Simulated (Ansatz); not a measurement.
## Property card for Sc2AlC

Sc₂AlC:
```
Sc2AlC
1.0
    3.25899     0.00000     0.00000
   -1.62950     2.82237     0.00000
    0.00000     0.00000    14.93990
Sc Al C
4 2 2
Cartesian
  1.62950   0.94079  13.70595
  0.00000   1.88158   1.23394
  0.00000   1.88158   6.23601
  1.62950   0.94079   8.70389
  0.00000   1.88158  11.20492
  1.62950   0.94079   3.73497
  0.00000   0.00000   0.00000
  0.00000   0.00000   7.46995
```

Space group P6_3/mmc (No. 194); conventional cell a = b = 3.259 Å, c = 14.940 Å, α = β = 90.00°, γ = 120.00°.

Method: PBEsol (plane waves, PAW; program Ansatz). Structure relaxed to zero pressure with the same functional. Other levels are named where they apply.

**Cell and energy**

```
Quantity                                                       Value
-----------------------------------------------------  -------------
Volume per atom                                             17.18 Å³
Density                                                   3.12 g/cm³
Formation energy from the elements (no fitted shifts)  -463 meV/atom
```

**Electronic structure**

```
Property                                                                    Result
------------------------------------  --------------------------------------------
Electronic character                                             metallic (no gap)
Density of states at the Fermi level  0.47 states/eV per atom (mean over ±0.08 eV)
```

**Mechanics**

```
Quantity                                                                                         Value
--------------------------------------------  --------------------------------------------------------
Bulk modulus (Birch–Murnaghan fit)                                                            91.2 GPa
Pressure derivative B′                                                                             3.9
Elastic constants (relaxed ions, GPa)         C11 = 177, C12 = 64.1, C13 = 37.6, C33 = 186, C44 = 46.3
Mechanical stability                                            stable (all eigenvalues of C positive)
Hill bulk and shear moduli                                                           90.8 and 55.4 GPa
Young's modulus                                                                                138 GPa
Poisson's ratio                                                                                   0.25
Debye temperature from the elastic constants                                                     540 K
```

**Phonons**

```
Item                                           Result
-----------------------------  ----------------------
Highest zone-centre frequency                539 cm⁻¹
Zone-centre stability          no imaginary mode at Γ
```

The workflow started from a Materials Project entry (that database holds measured and hypothetical structures alike); the Crystallography Open Database copy checked does not list it. Whether it is the stable phase at ambient conditions was not checked. The cell was relaxed with PBEsol under the symmetry of its start. The run is not spin-polarised. As this level gives no gap, shear constants depend on the k-mesh and smearing (Fermi–Dirac, 0.1 eV here). As this level gives no gap, phonon frequencies hold no LO–TO term and depend on the k-mesh and smearing (Fermi–Dirac, 0.1 eV here). The references are the lowest solids computed at this level, not always the standard phases.

Potentials: the later of the program's two PAW sets.
